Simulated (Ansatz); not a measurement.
An Ansatz (a program for electronic structure) run. Input:

Ansatz 0.2 input:
```yaml
crystal:
  lattice:
    - [3.868384532, 0.0, 0.0]
    - [-1.934192266, 3.3501192763, 0.0]
    - [0.0, 0.0, 4.5524251095]
  atoms:
    - { symbol: Na, position: [0.3333333333, 0.6666666667, 0.75] }
    - { symbol: F, position: [0.6666666667, 0.3333333333, 0.75] }
    - { symbol: Na, position: [0.6666666667, 0.3333333333, 0.25] }
    - { symbol: F, position: [0.3333333333, 0.6666666667, 0.25] }
kpoints:
  mp_grid: { grid: [8, 8, 6] }
hamiltonian:
  xc: r2scan
  pseudopotentials: { kind: paw }
scf:
  occupations: { method: fixed }
checkpoint: { read: static.run }
output: { write_density: true, elf: true, volumetric_format: npy }
basis: { fft_grid_basis: typed }
```

Output (shortened):

```
Pseudopotential: Na, paw, valence charge 9
Pseudopotential: F, paw, valence charge 7
Functional definition: r2SCAN
Crystal: 4 atoms, lattice volume = 58.997 Å³
Basis set: ecut = 500 eV, 1475 PW (Γ), exchange–correlation on 120×120×144 points (64 copies of the dense FFT grid, shifted against one another)
Bands: 20, of which v1, the nominal top of the filled ones, is band 16 counted from 1 (15 counted from 0)
Symmetry: 24 space group operations
Space group: P63/mmc (ITA 194), of the structure as read, at distance tolerance 3.9e-5 Å
k-points: 40 of 384
Stability of the state it starts from, as read at its close in the unpolarized treatment …
iter 1 solved again at ethr=4.90e-9 eV; its pass at ethr=3.10e-3 eV (dr2=1.57e-6 eV) is discarded
SCF iter   1: F=—  HF=-4602.486397 eV  |F-HF|=—  |Δ(HF+E_count)|=         —  Δρ=2.40e-7  dr2=2.13e-11  dr2_τ=1.53e-12  ethr=4.90e-9  ⟨swp⟩=3.1  Hψ=5669  notcnv=0  defer=80
preconditioner: auto → Resta (q_TF=auto, 2.464 Å⁻¹)
SCF iter   2: F=-4602.486397 eV  HF=-4602.486397 eV  |F-HF|=0.00e0  |Δ(HF+E_count)|=  6.02e-10  Δρ=1.32e-7  dr2=3.18e-12  dr2_τ=8.44e-13  ethr=1.00e-12  ⟨swp⟩=6.2  Hψ=2563  notcnv=0
SCF 1 converged in 2 iterations: F = -4602.486397 eV  dr2 = 3.18e-12
SCF converged after 2 iterations
Free energy (F): -4602.486397 eV
Harris-Foulkes:  -4602.486397 eV  (|F-HF|=0.00e0)
Internal energy: -4602.486397 eV  (E = F + TS)
E sigma→0 (E₀):  -4602.486397 eV
Fermi energy:    -0.784767 eV
--- Per-component energies (eV) ---
  E_band       = -542.727841
  E_kinetic    = 661.559254
  E_local      = -3830.857618  (includes V_loc(G=0)·N_el)
  E_nonlocal   = 377.739395
  E_hartree    = 1406.115735
  E_xc         = -234.433526
  E_vxc        = -346.986291  (∫ρ·V_xc dr)
  E_paw        = -941.354686  (= ΣΔE_a)
  E_vpaw       = -244.089823  (= ΣTr[D̂ρ^β])
  E_aug_tail   = 0.001997  (compensation charges beyond the density's cutoff)
  E_vtau       = 27.673699  (kinetic-family band-sum trace: ∫τ·v_τ [+ j·A + Jᵃ·Aᵃ] dr)
  E_ewald      = -2041.141630
  E_core_change = -0.115318  (= ΣΔE_core)
  E_smearing   =  0.000000  (= −TS)
  E_closure    =  0.000000  (closes the sum)
  Σ components = -4602.486397   (vs F -4602.486397, Δ=0.00e0)
  [band-id]    e_kinetic+e_local+e_nonlocal+2·e_hartree+e_vxc+e_vpaw+e_augmentation_tail+e_vtau = -542.727918   (vs E_band -542.727841, Δ=-7.67e-5)
--- Band table (eV; the first three rows and the last of 40) ---
  k-point 0: bands = ["-49.8370", "-49.8204", "-21.0297", "-20.8143", "-20.3284", "-20.2849", "-20.2849", "-20.2368", "-20.2368", "-20.1965", "-1.8910", "-1.3813", "-1.3813", "-1.0815", "-1.0815", "-0.7848", "5.5493", "12.8921", "13.0517", "15.7014"]
  k-point 1: bands = ["-49.8359", "-49.8214", "-21.0896", "-20.9388", "-20.2816", "-20.2816", "-20.2400", "-20.2400", "-20.1989", "-20.1207", "-1.8739", "-1.3632", "-1.3632", "-1.1037", "-1.1037", "-0.9338", "5.8504", "11.0414", "15.0887", "15.7999"]
  k-point 2: bands = ["-49.8328", "-49.8244", "-21.1811", "-21.1117", "-20.2726", "-20.2726", "-20.2486", "-20.2486", "-20.0202", "-19.9931", "-1.7919", "-1.3125", "-1.3125", "-1.2678", "-1.1628", "-1.1628", "6.6676", "9.3289", "16.1191", "16.1191"]
  k-point 39: bands = ["-49.8272", "-49.8272", "-21.4418", "-21.4418", "-20.2790", "-20.2790", "-20.2061", "-20.2061", "-19.7032", "-19.7032", "-1.9916", "-1.9916", "-1.4361", "-1.4361", "-0.9595", "-0.9595", "9.9435", "9.9435", "13.0112", "13.0112"]
```

Cost: very roughly 5 core-seconds on shared cores.

Space group P6_3/mmc. The start of the workflow was typed in or built on a structure type; neither database checked (COD, Materials Project) lists it. It is not the phase usual at ambient conditions (space group No. 225). The r²SCAN relaxation kept the symmetry of its start; its stability against distortions is not shown here.

Potentials: the later of the program's two PAW sets.

Ansatz is a plane-wave DFT program.
